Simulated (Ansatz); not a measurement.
VN (rock salt)

```
VN
1.0
    0.00000     2.03657     2.03657
    2.03657     0.00000     2.03657
    2.03657     2.03657     0.00000
N V
1 1
Direct
  0.00000   0.00000   0.00000
  0.50000   0.50000   0.50000
```

The slice is a {110} plane (indices of the conventional cell) through the point (0.500, 0.500, 0.500) (fractional), spanned by u = [100] and v = [1 -1 -1] in vectors of this cell: u (2.88 Å) and v (4.07 Å, at 90° to u). It covers one period; positions are fractions (u, v).

The numbers are results of PBEsol (plane waves to 420 eV, PAW, scalar-relativistic; Ansatz, a program for electronic structure), not measurements. k mesh 20×20×20. These are valence fields of a PAW run, semicore shells included where kept as valence: close to a nucleus they are smooth pseudo fields. VN is run without spin polarisation. VN was relaxed with its symmetry unable to fall.

Three fields on this plane, each scaled to ten steps between its own extremes (0 low, 9 high; the total valence density on a logarithmic scale, the potential cut 8 eV below its top; x marks points blanked near nuclei; v = 0 in the bottom row):

Map A
```
|xxxxx00100xxxx|
|xxxx1001001xxx|
|xxxx0000000xxx|
|xx00000000000x|
|11111000001111|
|xx86410001468x|
|xxxx7310137xxx|
|xxxx9521259xxx|
|xxxxx62126xxxx|
|xxxxx62126xxxx|
|xxxxx62126xxxx|
|xxxx9521259xxx|
|xxxx7310137xxx|
|xx86410001468x|
|11111000001111|
|xx00000000000x|
|xxxx0000000xxx|
|xxxx1001001xxx|
|xxxxx00100xxxx|
|xxxxx00100xxxx|
```

Map B
```
|xxxxx16761xxxx|
|xxxx0378730xxx|
|xxxx0589850xxx|
|xx00479997400x|
|00257999997520|
|xx57899999875x|
|xxxx8999998xxx|
|xxxx7888887xxx|
|xxxxx78787xxxx|
|xxxxx77777xxxx|
|xxxxx78787xxxx|
|xxxx7888887xxx|
|xxxx8999998xxx|
|xx57899999875x|
|00257999997520|
|xx00479997400x|
|xxxx0589850xxx|
|xxxx0378730xxx|
|xxxxx16761xxxx|
|xxxxx06760xxxx|
```

Map C
```
|xxxxx53335xxxx|
|xxxx9422249xxx|
|xxxx5211125xxx|
|xx96310001369x|
|99753100013579|
|xx97420002479x|
|xxxx7421247xxx|
|xxxx9532359xxx|
|xxxxx64346xxxx|
|xxxxx74347xxxx|
|xxxxx64346xxxx|
|xxxx9532359xxx|
|xxxx7421247xxx|
|xx97420002479x|
|99753100013579|
|xx96310001369x|
|xxxx5211125xxx|
|xxxx9422249xxx|
|xxxxx53335xxxx|
|xxxxx64346xxxx|
```

Question: Assign the maps to these fields: electron localisation function (ELF); valence electron density; electrostatic potential energy of an electron, from the cell's mean.

Answer: A is the electron localisation function (ELF); B is the electrostatic potential energy of an electron, from the cell's mean; C is the valence electron density.
